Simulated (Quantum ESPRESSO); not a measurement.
MgAl$_{3}$N$_{4}$ (made-up cell) (calculated)

All values are calculated (Quantum ESPRESSO 7.5). Calculation on a made-up crystal cell, not a measurement: periodic Kohn-Sham density functional theory in plane waves with PseudoDojo standard norm-conserving scalar-relativistic pseudopotentials, each functional with its own files (v0.5 for PBE, v0.4.1 for LDA and PBEsol), no spin polarisation, no spin-orbit coupling, atoms not relaxed, stress positive in tension, energies less a fixed whole-eV offset for each atom's element; levels are Kohn-Sham levels at fractions of this cell's reciprocal vectors, counted from the reference band (half the neutral cell's valence electrons, rounded up) at Gamma; error bars cover cutoff and k-mesh only, not smearing or the files; added strain carries the atoms with the cell, and shear is the tensor component; each bar is the largest change over components, and at least 0.002 eV, 0.002 eV per angstrom or 0.02 GPa; energies are for the whole cell, and the offsets were chosen from early runs and are not element reference energies.

Common to all runs: lattice type rocksalt; functional pbe; cutoff 1143 eV; fermi dirac smearing 0.1 eV; scf tolerance 1e-07 eV; electrons removed 0; added strain kind shear xy; k mesh 6 x 6 x 6, shifted by half a step.

(1) MgAl$_{3}$N$_{4}$ (made-up cell)

Unstrained structure:
```cif
# cell vector a (Å): 4.0390 0.0000 0.0000
# cell vector b (Å): 0.0000 4.0390 0.0000
# cell vector c (Å): 0.0000 0.0000 4.0390
data_MgAl3N4
_symmetry_space_group_name_H-M 'P 1'
_symmetry_Int_Tables_number 1
_cell_length_a 4.0390
_cell_length_b 4.0390
_cell_length_c 4.0390
_cell_angle_alpha 90.000
_cell_angle_beta 90.000
_cell_angle_gamma 90.000
_cell_volume 65.89
loop_
_atom_site_label
_atom_site_type_symbol
_atom_site_fract_x
_atom_site_fract_y
_atom_site_fract_z
_atom_site_occupancy
Al1 Al 0.98079 0.98210 0.00020 1
Mg1 Mg 0.01463 0.50488 0.54513 1
Al2 Al 0.51666 0.98232 0.46492 1
Al3 Al 0.51755 0.49314 0.97024 1
N1 N 0.46890 0.98247 0.98103 1
N2 N 0.52320 0.48074 0.51797 1
N3 N 0.00047 0.98255 0.49864 1
N4 N 0.00785 0.51894 0.00629 1
```

It was run with added strain -0.0191 and structure shown before the added strain of -0.0191.

It finds free energy less offsets 0.5757 eV; smearing term minus ts -0.1072 eV; scf iterations 11; pressure 23.69 GPa; stress xx -19.95 GPa; stress yy -22.3 GPa; stress zz -28.83 GPa; stress yz 0.04863 GPa; stress xz 1.2 GPa; stress xy -6.257 GPa; fermi level -0.7552 eV; reference band 20; error bar energy 0.00443 eV; error bar stress 0.06893 GPa; error bar force 0.007964 eV/Å; error bar next band up 0.002 eV; error bar fermi level 0.002363 eV; error bars from tighter rerun of a related cell.

Atoms:
| atoms element | atom site | atom energy offset (eV) |
| --- | --- | --- |
| Al | 1 | -64 |
| Mg | 2 | -1617 |
| Al | 3 | -64 |
| Al | 4 | -64 |
| N | 5 | -283 |
| N | 6 | -283 |
| N | 7 | -283 |
| N | 8 | -283 |

Forces:
| site | x (eV/Å) | y (eV/Å) | z (eV/Å) |
| --- | --- | --- | --- |
| 1 | 0.9817 | 1.419 | 0.0742 |
| 2 | 0.6238 | -1.644 | -3.614 |
| 3 | -1.09 | 0.448 | 1.222 |
| 4 | -1.026 | -0.5524 | 2.382 |
| 5 | 2.142 | 0.8384 | 0.7389 |
| 6 | -1.109 | 0.1514 | -2.431 |
| 7 | -0.0323 | 1.562 | -0.3588 |
| 8 | -0.4896 | -2.222 | 1.986 |

Levels:
| level k point | next band up (eV) |
| --- | --- |
| Gamma | 4.094 |
| (1/2,1/2,1/2) | 5.397 |
| (0.15,0,0) | 4.502 |
| (0,0.15,0) | 4.428 |
| (0,0,0.15) | 4.446 |

(2) MgAl$_{3}$N$_{4}$ (made-up cell)

The structure is that of entry 1.

Settings of this run: added strain -0.0139 and structure shown before the added strain of -0.0139.

The calculation gives: free energy less offsets 0.5511 eV; smearing term minus ts -0.1092 eV; scf iterations 11; pressure 23.65 GPa; stress xx -19.86 GPa; stress yy -22.35 GPa; stress zz -28.73 GPa; stress yz 0.06708 GPa; stress xz 1.173 GPa; stress xy -4.549 GPa; fermi level -0.7036 eV; reference band 20; error bar energy 0.00443 eV; error bar stress 0.06893 GPa; error bar force 0.007964 eV/Å; error bar next band up 0.002 eV; error bar fermi level 0.002363 eV; error bars from tighter rerun of a related cell.

Atoms:
| atoms element | atom site | atom energy offset (eV) |
| --- | --- | --- |
| Al | 1 | -64 |
| Mg | 2 | -1617 |
| Al | 3 | -64 |
| Al | 4 | -64 |
| N | 5 | -283 |
| N | 6 | -283 |
| N | 7 | -283 |
| N | 8 | -283 |

Forces:
| site | x (eV/Å) | y (eV/Å) | z (eV/Å) |
| --- | --- | --- | --- |
| 1 | 0.981 | 1.402 | 0.07356 |
| 2 | 0.6152 | -1.657 | -3.618 |
| 3 | -1.104 | 0.4371 | 1.227 |
| 4 | -1.017 | -0.522 | 2.384 |
| 5 | 2.132 | 0.8404 | 0.7432 |
| 6 | -1.09 | 0.1456 | -2.432 |
| 7 | -0.03694 | 1.578 | -0.3629 |
| 8 | -0.4809 | -2.224 | 1.987 |

Levels:
| level k point | next band up (eV) |
| --- | --- |
| Gamma | 4.225 |
| (1/2,1/2,1/2) | 5.506 |
| (0.15,0,0) | 4.602 |
| (0,0.15,0) | 4.538 |
| (0,0,0.15) | 4.587 |

(3) MgAl$_{3}$N$_{4}$ (made-up cell)

The structure is that of entry 1.

Settings of this run: added strain -0.005 and structure shown before the added strain of -0.005.

Atoms:
| atoms element | atom site | atom energy offset (eV) |
| --- | --- | --- |
| Al | 1 | -64 |
| Mg | 2 | -1617 |
| Al | 3 | -64 |
| Al | 4 | -64 |
| N | 5 | -283 |
| N | 6 | -283 |
| N | 7 | -283 |
| N | 8 | -283 |

(4) MgAl$_{3}$N$_{4}$ (made-up cell)

The structure is that of entry 1.

Settings of this run: added strain 0.0068 and structure shown before the added strain of 0.0068.

Atoms:
| atoms element | atom site | atom energy offset (eV) |
| --- | --- | --- |
| Al | 1 | -64 |
| Mg | 2 | -1617 |
| Al | 3 | -64 |
| Al | 4 | -64 |
| N | 5 | -283 |
| N | 6 | -283 |
| N | 7 | -283 |
| N | 8 | -283 |

Question: What stress xy does the calculation give for MgAl$_{3}$N$_{4}$ (made-up cell) (entry 3)?
Answer: -1.692 GPa

Question: Give the missing stress yz for MgAl$_{3}$N$_{4}$ (made-up cell) (entry 3).
Answer: 0.08866 GPa

Question: MgAl$_{3}$N$_{4}$ (made-up cell) (entry 3): stress yy?
Answer: -22.47 GPa

Question: Give the missing stress zz for MgAl$_{3}$N$_{4}$ (made-up cell) (entry 3).
Answer: -28.61 GPa

Question: Give the missing stress zz for MgAl$_{3}$N$_{4}$ (made-up cell) (entry 4).
Answer: -28.62 GPa

Question: MgAl$_{3}$N$_{4}$ (made-up cell) (entry 4): stress xz?
Answer: 1.087 GPa

Further results for MgAl$_{3}$N$_{4}$ (made-up cell) (entry 3):

| Property | Result |
| --- | --- |
| free energy less offsets | 0.5267 eV |
| smearing term minus ts | -0.1118 eV |
| scf iterations | 11 |
| pressure | 23.61 GPa |
| stress xx | -19.75 GPa |
| stress xz | 1.132 GPa |
| fermi level | -0.6113 eV |
| reference band | 20 |
| error bar energy | 0.00443 eV |
| error bar stress | 0.06893 GPa |
| error bar force | 0.007964 eV/Å |
| error bar next band up | 0.002 eV |
| error bar fermi level | 0.002363 eV |
| error bars from | tighter rerun of this cell |

Forces:
| site | x (eV/Å) | y (eV/Å) | z (eV/Å) |
| --- | --- | --- | --- |
| 1 | 0.9829 | 1.37 | 0.07267 |
| 2 | 0.6003 | -1.679 | -3.623 |
| 3 | -1.128 | 0.4197 | 1.23 |
| 4 | -1.002 | -0.473 | 2.386 |
| 5 | 2.114 | 0.8454 | 0.7475 |
| 6 | -1.057 | 0.1348 | -2.433 |
| 7 | -0.04438 | 1.606 | -0.3667 |
| 8 | -0.4651 | -2.225 | 1.986 |

Levels:
| level k point | next band up (eV) |
| --- | --- |
| Gamma | 4.383 |
| (1/2,1/2,1/2) | 5.633 |
| (0.15,0,0) | 4.733 |
| (0,0.15,0) | 4.698 |
| (0,0,0.15) | 4.751 |

Further results for MgAl$_{3}$N$_{4}$ (made-up cell) (entry 4):

| Item | Value |
| --- | --- |
| free energy less offsets | 0.5285 eV |
| smearing term minus ts | -0.1128 eV |
| scf iterations | 11 |
| pressure | 23.65 GPa |
| stress xx | -19.64 GPa |
| stress yy | -22.68 GPa |
| stress yz | 0.1118 GPa |
| stress xy | 1.994 GPa |
| fermi level | -0.5068 eV |
| reference band | 20 |
| error bar energy | 0.00443 eV |
| error bar stress | 0.06893 GPa |
| error bar force | 0.007964 eV/Å |
| error bar next band up | 0.002 eV |
| error bar fermi level | 0.002363 eV |
| error bars from | tighter rerun of a related cell |

Forces:
| site | x (eV/Å) | y (eV/Å) | z (eV/Å) |
| --- | --- | --- | --- |
| 1 | 0.9917 | 1.325 | 0.07282 |
| 2 | 0.5766 | -1.711 | -3.62 |
| 3 | -1.159 | 0.3993 | 1.226 |
| 4 | -0.983 | -0.408 | 2.39 |
| 5 | 2.087 | 0.8515 | 0.7491 |
| 6 | -1.008 | 0.1162 | -2.434 |
| 7 | -0.05624 | 1.649 | -0.3697 |
| 8 | -0.4493 | -2.222 | 1.985 |

Levels:
| level k point | next band up (eV) |
| --- | --- |
| Gamma | 4.415 |
| (1/2,1/2,1/2) | 5.654 |
| (0.15,0,0) | 4.823 |
| (0,0.15,0) | 4.849 |
| (0,0,0.15) | 4.763 |
